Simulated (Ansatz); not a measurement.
Computed with Ansatz, DFT PBE, scalar-relativistic, plane waves, PAW. All cells share a 420 eV cutoff and Γ-centred k meshes spaced about 0.3 Å⁻¹ or finer (0.25 for metals, 2π included). These runs have no spin polarisation.

A search over trial structures of Mg2Ti3O3 gave this relaxed cell.

```
Mg Ti O
1.0
     2.84676    0.00000    0.00000
     1.23202    5.11987    0.00000
     0.65757    2.33461    7.29831
Mg Ti O
2 3 3
Direct
  0.45244 0.87473 0.07771
  0.57614 0.27191 0.25529
  0.93240 0.98496 0.71539
  0.11107 0.70116 0.46349
  0.17262 0.41864 0.82191
  0.71978 0.41465 0.62187
  0.54158 0.68937 0.86861
  0.49397 0.97792 0.50907
```

**Question.** Is it a true minimum?

**Answer.** As far as tested, yes. The phonons at Γ show no imaginary mode. (Phonon run: 12×6×4 k mesh, Gaussian smearing of 0.10 eV.) After random moves of the atoms it relaxes back. Other q points weren't tested. The optical modes at Γ run from 91 to 471 cm⁻¹. Around Mg on its first site lie 1 O at 2.10 Å, 4 Mg at 2.85–2.98 Å and 4 Ti at 2.89–3.09 Å; Mg on its second site is surrounded by 1 O at 2.11 Å, 4 Mg at 2.85–2.98 Å, 2 Ti at 3.03–3.15 Å and 3 O at 3.08–3.22 Å; Ti on its first site is surrounded by 5 O at 2.10–2.18 Å, 6 Ti at 2.75–3.02 Å and 2 Mg at 2.94–3.09 Å; O on its first site is surrounded by 5 Ti at 2.09–2.18 Å; 4 more sites not described.

Phonons of metals hang on the k mesh and the smearing.
